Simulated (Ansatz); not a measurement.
A crystal relaxed with r2SCAN in the PAW code Ansatz has space group Imm2 (No. 44) and a = 4.101 Å, b = 12.323 Å, c = 5.828 Å.

```tsv
atom	site	x	y	z
Ga	4d	0.5000	0.1690	0.5005
As	4d	0.0000	0.1749	0.2626
Xx	2a	0.0000	0.0000	0.0006
As	2b	0.5000	0.0000	0.7231
```

With r2SCAN the gap is 0.51 eV and direct, at Γ. The HSE06 gap is direct at Γ: 0.88 eV. Meshes: r2SCAN 8×8×8, HSE06 4×4×4.

Q: Which element is Xx?
A. B
B. Al
C. In
D. Tl

A: C. Xx is In: InGa2As3 as one 6-atom ordering (Imm2) on the zincblende lattice. Around Ga lie 4 As at 2.45–2.48 Å; around As lie 3 Ga at 2.46–2.48 Å and 1 In at 2.64 Å; around In lie 4 As at 2.61–2.64 Å; around As lie 2 Ga at 2.45 Å and 2 In at 2.61 Å.

Values at 0 K without nuclear motion; spin polarisation is off, and the phase may be a hypothetical one.

Spin-orbit coupling is left out, which matters wherever the heavy atoms make up the band edges.
